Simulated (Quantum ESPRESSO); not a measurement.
Al3SiN3C, a curve over one atom's position

Computed values, not a measurement. The program is pw.x of Quantum ESPRESSO 7.5 (plane-wave density functional theory). The cell is made up: 8 atoms on a zincblende/diamond lattice, with randomly drawn elements, strain and displacements, not relaxed. PseudoDojo standard norm-conserving files (v0.5 for PBE, v0.4.1 for LDA and PBEsol) set the functional; there is no spin polarisation, spin-orbit coupling or dispersion term, and the masses in the input are unused placeholders.

Seven runs move atom 6 (C, counted in the order of the input) along x and keep all else fixed.

Input of the run at +0.0156:

```
&control calculation='scf', pseudo_dir='./dojo.nc.sr.pbe.v0_5.standard.upf', outdir='./o', disk_io='medium', tprnfor=.true., tstress=.true. /
&system ibrav=0, nat=8, ntyp=4, nbnd=22, ecutwfc=84.00895049, nosym=.true., tot_charge=0,
 occupations='smearing', smearing='fd', degauss=0.0018374661
/
&electrons conv_thr=7.350e-09, electron_maxstep=60, /
ATOMIC_SPECIES
Al 1.0 Al.upf
C 1.0 C.upf
N 1.0 N.upf
Si 1.0 Si.upf
CELL_PARAMETERS angstrom
4.4905 0.031 0.025
0.031 4.4943 0.0487
0.025 0.0487 4.5988
ATOMIC_POSITIONS angstrom
Al -0.0962 -0.0708 0.0111
Al 0.1386 2.3628 2.4489
Si 2.1631 0.1992 2.3397
Al 2.3266 2.1176 0.0846
N 1.1173 1.0822 1.1076
C 1.1594 3.3958 3.4071
N 3.4029 1.106 3.6577
N 3.4672 3.3298 1.2015
K_POINTS automatic
4 4 4 1 1 1
```

| shift of atom 6 along x (Å) | free energy less that of the input shown (eV) | Fx on atom 6 (eV/Å) | Fy on atom 6 (eV/Å) | Fz on atom 6 (eV/Å) | pressure (GPa) | next band up at Gamma (eV) | iterations |
| --- | --- | --- | --- | --- | --- | --- | --- |
| -0.1296 | 0.7451 | 6.622 | 4.866 | 3.896 | -4.67 | 0.979 | 13 |
| -0.0877 | 0.4855 | 5.769 | 4.364 | 3.460 | -5.54 | 0.979 | 12 |
| -0.0573 | 0.3196 | 5.142 | 4.017 | 3.164 | -6.11 | 0.975 | 12 |
| +0.0156 | 0.0000 | 3.627 | 3.247 | 2.531 | -7.26 | 0.959 | 13 |
| +0.0797 | -0.1901 | 2.308 | 2.638 | 2.060 | -8.02 | 0.946 | 11 |
| +0.1150 | -0.2589 | 1.596 | 2.328 | 1.834 | -8.33 | 0.941 | 11 |

Question: one run is left out of the table, at +0.0657. Estimate its Fx on atom 6 (eV/Å).

Answer: 2.594. The whole row:

```
shift of atom 6 along x (Å)  free energy less that of the input shown (eV)  Fx on atom 6 (eV/Å)  Fy on atom 6 (eV/Å)  Fz on atom 6 (eV/Å)  pressure (GPa)  next band up at Gamma (eV)  iterations
                    +0.0657                                        -0.1558                2.594                2.766                2.156           -7.88                       0.949          11
```

A cubic fit gives dFx/dx = -20.79 eV/Å² at zero shift. Across the table the free energy follows the integral of the force to within 0.1 meV. A rerun of one of the cells at 1437 eV and a 6 x 6 x 6 mesh moved values by no more than 0.003 eV in energy, 0.02 GPa in stress and 0.002 eV/Å in force. The band column is the level of band 17 at Gamma less that of band 16, whose number is half the electron count, rounded up; it comes from a band step after each run.